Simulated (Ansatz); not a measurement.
All numbers below come from Ansatz, DFT PBE, scalar-relativistic, plane waves, PAW. All cells share a 420 eV cutoff and Γ-centred k meshes spaced about 0.3 Å⁻¹ or finer (0.25 for metals, 2π included). No spin polarisation.

These are static total energies at zero pressure.

Two relaxed structures of Ga2Ge2O3:

A.

```yaml
crystal:
  lattice:
    - [-4.31553, 4.31553, 4.31553]
    - [4.31553, -4.31553, 4.31553]
    - [4.31553, 4.31553, -4.31553]
  atoms:
    - { symbol: Ga, position: [0.50000, 0.00000, 0.00297] }
    - { symbol: Ga, position: [0.00297, 0.50000, 0.00000] }
    - { symbol: Ga, position: [0.00000, 0.00297, 0.50000] }
    - { symbol: Ga, position: [0.49703, 0.49703, 0.49703] }
    - { symbol: Ge, position: [0.10919, 0.10919, 0.10919] }
    - { symbol: Ge, position: [0.00000, 0.39081, 0.50000] }
    - { symbol: Ge, position: [0.50000, 0.00000, 0.39081] }
    - { symbol: Ge, position: [0.39081, 0.50000, 0.00000] }
    - { symbol: O, position: [0.40532, 0.15532, 0.25000] }
    - { symbol: O, position: [0.09468, 0.34468, 0.75000] }
    - { symbol: O, position: [0.75000, 0.09468, 0.34468] }
    - { symbol: O, position: [0.25000, 0.40532, 0.15532] }
    - { symbol: O, position: [0.34468, 0.75000, 0.09468] }
    - { symbol: O, position: [0.15532, 0.25000, 0.40532] }
```

B.

```yaml
crystal:
  lattice:
    - [3.01407, 0.00000, 0.00000]
    - [-1.50703, 2.61026, 0.00000]
    - [0.00000, 0.00000, 14.71299]
  atoms:
    - { symbol: Ga, position: [0.33333, 0.66667, 0.09628] }
    - { symbol: Ga, position: [0.66667, 0.33333, 0.90372] }
    - { symbol: Ge, position: [0.66667, 0.33333, 0.42347] }
    - { symbol: Ge, position: [0.33333, 0.66667, 0.57653] }
    - { symbol: O, position: [0.66667, 0.33333, 0.14752] }
    - { symbol: O, position: [0.33333, 0.66667, 0.85248] }
    - { symbol: O, position: [0.00000, 0.00000, 0.00000] }
```

Question: Which would you expect to be lower, and how large is the difference?

Answer: B is lower, by 164 meV/atom. A has space group I2_13 (No. 199), 23.0 Å³/atom and a gap of 1.79 eV on its mesh; B has space group P-3m1 (No. 164), 16.5 Å³/atom and no gap. Counting O atoms around Ga and Ge (those within 1.25 times the shortest such distance or 1.15 times the sum of covalent radii; a plus sign parts nearer from farther groups; the shortest distance is added where it is long for a bond), A has Ga 3 from 2.3 Å, Ge 3 and B has Ga 3+3, Ge 1+6 from 4.1 Å. Both come from trial cells of a structure search, whose lowest cell (P1, 16.7 Å³/atom) lies 29 meV/atom below the lower of the two.

Weakly bound directions are ill-defined at this level, which has no dispersion term (P-3m1), and this can change margins and order among such cells. Kohn–Sham gaps at this level usually fall short of measured ones. With atoms moved at random, B (by 29 meV/atom) fell into a lower structure. A had no clear such test and can be a saddle point. Some structure types and database cells were kept out of the candidates from the start, so a known form may be missing.
